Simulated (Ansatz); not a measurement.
Input:

TiNF:
```cif
data_F4N4Ti4
_chemical_formula_sum 'Ti4 N4 F4'
_space_group_name_H-M_alt 'I41md'
_space_group_IT_number 109
_space_group_name_Hall 'I 4bw -2'
_cell_length_a 3.81712
_cell_length_b 3.81712
_cell_length_c 9.77087
_cell_angle_alpha 90.000
_cell_angle_beta 90.000
_cell_angle_gamma 90.000
loop_
_atom_site_label
_atom_site_type_symbol
_atom_site_symmetry_multiplicity
_atom_site_Wyckoff_symbol
_atom_site_fract_x
_atom_site_fract_y
_atom_site_fract_z
_atom_site_occupancy
Ti1 Ti 4 a 0.00000 0.00000 0.59934 1
N1 N 4 a 0.00000 0.00000 0.41666 1
F1 F 4 a 0.00000 0.00000 0.85900 1
```
(The calculation used a cell of 6 atoms; values per cell refer to that cell.)

This is the LDA-relaxed structure.

Task: All from plane-wave PAW LDA (Ansatz code), unless another level is named. Estimate the Born charges (a third of the trace).

Result: Ti +4.94, N -3.23, F -1.71 e.

Task: Predict the electronic dielectric constant ε∞ (DFPT).

Result: 6.32 (xx = yy), 7.53 (zz).

Task: Next, the static dielectric constant ε0 (ions relaxed, cell fixed)?

Result: 24.2 (xx = yy), 16.8 (zz).

Space group I4_1md. The first step of the workflow began from a Materials Project structure, measured or hypothetical; the Crystallography Open Database copy checked does not list it. Whether it is the stable phase at ambient conditions was not checked. The LDA relaxation kept the symmetry of its start; whether a distortion lowers the energy is not shown. No spin polarisation was allowed.

Potentials: the later of the program's two PAW sets.
